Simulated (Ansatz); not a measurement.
ScAl:
Space group Pm-3m (No. 221); a = b = c = 3.3073 Å, α = β = γ = 90.00°

| atom | site | symmetry | x | y | z |
|---|---|---|---|---|---|
| Sc | 1b | m-3m | 0.5000 | 0.5000 | 0.5000 |
| Al | 1a | m-3m | 0.0000 | 0.0000 | 0.0000 |

Relaxed with LDA.

Task: Which orbitals make up the states near the Fermi level in DFT-LDA in the program Ansatz with PAW potentials?

Result: Within 0.5 eV of the Fermi level: Sc 3d 76 %, Al 3p 13 %, Sc 4s 6 %. Projections are on Löwdin-orthogonalised atomic valence shells; empty p or d shells of many metals are not among them.

Task: Tabulate the density of states.

Result: States/eV per cell of 2 atoms, in 0.25 eV bins, energy from the Fermi level.

```csv
E (eV),total,Sc 3d,Al 3p,Al 3s
-7.85,0.20,0.00,0.03,0.07
-7.60,0.24,0.00,0.04,0.09
-7.35,0.28,0.01,0.05,0.11
-7.10,0.32,0.01,0.07,0.13
-6.85,0.36,0.01,0.08,0.15
-6.60,0.41,0.02,0.10,0.17
-6.35,0.46,0.03,0.12,0.20
-6.10,0.53,0.05,0.13,0.25
-5.85,0.66,0.07,0.15,0.34
-5.60,0.80,0.12,0.18,0.42
-5.35,0.79,0.17,0.18,0.38
-5.10,0.77,0.23,0.16,0.35
-4.85,0.69,0.26,0.12,0.30
-4.60,0.42,0.16,0.09,0.16
-4.35,0.38,0.12,0.12,0.11
-4.10,0.38,0.11,0.15,0.08
-3.85,0.39,0.10,0.18,0.06
-3.60,0.43,0.10,0.21,0.06
-3.35,0.49,0.11,0.26,0.05
-3.10,0.57,0.14,0.31,0.05
-2.85,0.69,0.17,0.39,0.05
-2.60,1.25,0.42,0.67,0.06
-2.35,1.94,0.72,1.03,0.07
-2.10,1.33,0.53,0.68,0.05
-1.85,1.24,0.48,0.68,0.04
-1.60,1.37,0.52,0.77,0.03
-1.35,1.30,0.59,0.64,0.02
-1.10,1.21,0.66,0.49,0.02
-0.85,1.23,0.80,0.36,0.01
-0.60,1.12,0.80,0.25,0.00
-0.35,0.81,0.59,0.16,0.00
-0.10,0.72,0.54,0.11,0.01
0.15,0.84,0.66,0.07,0.02
0.40,1.68,1.31,0.15,0.05
0.65,2.74,2.12,0.29,0.07
0.90,2.53,1.89,0.40,0.08
1.15,3.28,2.41,0.59,0.08
1.40,2.54,2.00,0.39,0.02
1.65,3.49,2.76,0.37,0.08
1.90,2.76,2.14,0.30,0.05
2.15,1.50,1.24,0.11,0.02
2.40,1.25,1.03,0.06,0.03
2.65,1.27,0.97,0.06,0.08
2.90,0.74,0.56,0.02,0.07
3.15,0.19,0.07,0.03,0.09
3.40,0.44,0.19,0.11,0.13
3.65,1.06,0.56,0.30,0.17
3.90,4.06,3.05,0.72,0.20
4.15,2.18,1.53,0.39,0.16
4.40,1.09,0.59,0.29,0.15
4.65,1.01,0.42,0.28,0.23
```

The first step of the workflow began from a Materials Project structure, measured or hypothetical; the Crystallography Open Database copy checked does not list it. With Sc and Al taken as one species the cell has the higher symmetry Im-3m, so it may be an ordered model of a mixed-site phase. Whether it is the stable phase at ambient conditions was not checked. The LDA relaxation kept the symmetry of its start; of distortions, only those at the zone centre were tested. The run is not spin-polarised.

Potentials: the later of the program's two PAW sets.
